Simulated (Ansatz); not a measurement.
# Kick test of a cell of MgCd2S3

The cell was found from a structure generator's guess, not taken from experiment.

These are results of Ansatz 0.2.0, DFT PBE, scalar-relativistic, plane waves, PAW, not measurements. Cutoff 420 eV; k points 12×12×4 on the computed 6-atom cell (Γ-centred); Gaussian smearing, width 0.02 eV; no spin polarisation.

The cell below (6 atoms, space group P3m1 (No. 156)) is relaxed within its symmetry.

```
Mg Cd S
1.0
     4.13921    0.00000    0.00000
    -2.06961    3.58466    0.00000
     0.00000    0.00000   10.12069
Mg Cd S
1 2 3
Direct
  0.66667 0.33333 0.33126
  0.00000 0.00000 0.00527
  0.33333 0.66667 0.66333
  0.33333 0.66667 0.91641
  0.66667 0.33333 0.57478
  0.00000 0.00000 0.25895
```

For the test a repeat of it with 12 atoms (edges 4.14, 4.14, 20.24 Å) was strained at random (σ = 1.5 % a component), the atoms were moved at random (σ = 0.15 Å), and all was relaxed again on a coarse 6×6×1 mesh (in the run’s order of axes) with 0.10 eV smearing, with no symmetry imposed.

Question: What happens?

Answer: It returns, within 1 meV/atom of the unmoved cell on that mesh and with the same symmetry when read at 0.1 Å (P1 at 0.01 Å, so small strains and shifts remain). No instability shows in this cell; modes of other wave vectors, which need another repeat, aren't tested.
